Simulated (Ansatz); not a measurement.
AlH3:
```cif
data_H18Al6
_chemical_formula_sum 'Al6 H18'
_space_group_name_H-M_alt 'R-3c :H'
_space_group_IT_number 167
_space_group_name_Hall '-R 3 2"c'
_cell_length_a 4.34395
_cell_length_b 4.34395
_cell_length_c 11.77288
_cell_angle_alpha 90.000
_cell_angle_beta 90.000
_cell_angle_gamma 120.000
loop_
_atom_site_label
_atom_site_type_symbol
_atom_site_symmetry_multiplicity
_atom_site_Wyckoff_symbol
_atom_site_fract_x
_atom_site_fract_y
_atom_site_fract_z
_atom_site_occupancy
Al1 Al 6 b 0.00000 0.00000 0.00000 1
H1 H 18 e 0.34736 0.34736 0.75000 1
```
(The calculation used a cell of 8 atoms; values per cell refer to that cell.)

Relaxed with PBEsol. DFT-PBEsol in the program Ansatz with PAW potentials gives a gap of 2.36 eV.

Q: What gap does HSE06 give on the same cell (Ansatz, PAW)?

A: 3.66 eV, 1.30 eV more. The hybrid was solved on a coarser mesh and at special points; its gap is the smallest among all of these.

```csv
k,v1 PBEsol,c1 PBEsol,v1 HSE06,c1 HSE06
Γ,-0.14,2.36,-0.16,3.66
T,-1.13,4.94,…,…
L,-1.40,3.77,…,…
F,-0.35,5.47,…,…
S0,-0.10,6.10,-0.12,7.56
H0,-0.66,5.62,…,…
```

Q: Top valence (v1) and lowest conduction level (c1) in eV from each method's valence maximum (which need not be a listed point): supply the withheld HSE06 values.

A: 
- T, v1 HSE06: -1.20
- T, c1 HSE06: 6.37
- L, v1 HSE06: -1.47
- L, c1 HSE06: 5.12
- H0, v1 HSE06: -0.69
- H0, c1 HSE06: 7.04
- F, v1 HSE06: -0.29
- F, c1 HSE06: 6.79

Cost on shared cores: the PBEsol run (SCF on a 8×8×8 mesh, then bands and DOS) about 21 core-seconds (a rough figure), the HSE06 run (SCF on 5×5×5, then a few points) very roughly 70 core-seconds; the tasks are unlike.

The first step of the workflow began from a Materials Project structure, measured or hypothetical; the Crystallography Open Database files this formula in space group No. 167, but the cells were not matched. Whether it is the stable phase at ambient conditions was not checked. The PBEsol relaxation kept the symmetry of its start; whether a distortion lowers the energy is not shown.

Potentials: the later of the program's two PAW sets.
